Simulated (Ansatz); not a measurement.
# Structure relaxation, ZrO$_{2}$

The start is a relaxed ZrO2 cell shaken by Gaussian noise of σ = 0.08 Å a coordinate. Cell shape, volume and atoms are optimised at zero target pressure with r2SCAN (plane waves to 500 eV, PAW, scalar-relativistic; Ansatz, a quantum-chemistry and plane-wave program). The first steps use a coarse 4×4×2 k-mesh.

The start:
```
CELL_PARAMETERS angstrom
      6.39974     0.00000     0.00000
     -3.19987     5.54234     0.00000
      0.00000     0.00000    10.43859
ATOMIC_POSITIONS crystal
  Zr 0.33618 0.67267 0.07155
  Zr 0.69270 0.36378 0.55309
  Zr 0.64564 0.31400 0.93034
  Zr 0.33944 0.67184 0.43754
  O  0.32369 0.65334 0.24357
  O  0.66549 0.35220 0.75454
  O  0.49994 0.01037 0.00184
  O  0.52032 0.52181 0.49737
  O  0.98704 0.50592 0.99644
  O  0.48605 0.99193 0.49804
  O  0.48821 0.49773 0.01149
  O  0.99983 0.50649 0.48615
```

**Question.** How much energy is released per atom?

**Answer.** 0.15 eV/atom.

**Question.** Does it find its way back to the structure it was made from?

**Answer.** It returns to the parent structure, P6₃/mmc (No. 194).

**Question.** How do the shortest distances between atoms change?

**Answer.** The closest pairs of elements (up to four, under 3.6 Å), start → end: O–Zr 1.80 → 1.96 Å; O–O 3.00 → 3.20 Å.

**Question.** What band gap does the relaxed structure have at this level?

**Answer.** 5.28 eV (no spin-orbit coupling).

Final structure:

```cif
data_O8Zr4
_chemical_formula_sum 'Zr4 O8'
_space_group_name_H-M_alt 'P63/mmc'
_space_group_IT_number 194
_space_group_name_Hall '-P 6c 2c'
_cell_length_a 6.39965
_cell_length_b 6.39965
_cell_length_c 10.43788
_cell_angle_alpha 90.000
_cell_angle_beta 90.000
_cell_angle_gamma 120.000
loop_
_atom_site_label
_atom_site_type_symbol
_atom_site_symmetry_multiplicity
_atom_site_Wyckoff_symbol
_atom_site_fract_x
_atom_site_fract_y
_atom_site_fract_z
_atom_site_occupancy
Zr1 Zr 4 f 0.66667 0.33333 0.06235 1
O1 O 2 d 0.66667 0.33333 0.25000 1
O2 O 6 g 0.50000 0.50000 0.50000 1
```

Final values are on a 5×5×3 k-mesh of the relaxed cell. The start holds a very short contact (Zr–O 1.80 Å). No spin polarisation in the result.

The relaxed structure here is a generated cell of ZrO2: the first start was made by placing the elements on the sites of a structure type, and the end was not matched to a known phase here, so it may be hypothetical. Known forms of ZrO2 include space group No. 14, 137, 225.
